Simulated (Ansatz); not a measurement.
ZrB2 (AlB2 type, space group P6/mmm)

```cif
data_B2Zr
_chemical_formula_sum 'Zr1 B2'
_space_group_name_H-M_alt 'P 1'
_space_group_IT_number 1
_cell_length_a 3.17143
_cell_length_b 3.17143
_cell_length_c 3.54132
_cell_angle_alpha 90.000
_cell_angle_beta 90.000
_cell_angle_gamma 120.000
loop_
_space_group_symop_operation_xyz
  'x, y, z'
loop_
_atom_site_label
_atom_site_type_symbol
_atom_site_fract_x
_atom_site_fract_y
_atom_site_fract_z
_atom_site_occupancy
Zr1 Zr 0.00000 0.00000 0.00000 1
B1 B 0.33333 0.66667 0.50000 1
B2 B 0.66667 0.33333 0.50000 1
```

E(V) scan at fixed shape, V₀ the volume above. Symmetry pins the atoms to their sites.

Level of theory: PBE (plane waves to 420 eV, PAW, scalar-relativistic; Ansatz, a program for electronic structure). k mesh 17×17×13 (Γ-centred), Fermi-Dirac smearing 0.05 eV. E stands for the smeared free energy. Stress and pressure are positive under compression. With the shape held, the modulus is that of even scaling; a crystal free to change shape is softer. ZrB2 is run without spin polarisation. ZrB2 was relaxed with its symmetry unable to fall. ΔE is measured from the relaxed starting cell.

The scan covers V/V₀ from 0.900 to 1.100 in 13 points.

Problem. What is ΔE at V/V₀ = 1.100?

Solution. 66 meV/atom.

Problem. What is ΔE at V/V₀ = 0.900?

Solution. 91 meV/atom.

(A scan under strain: stresses follow from slopes of the energy per volume, elastic moduli from its curvatures.)
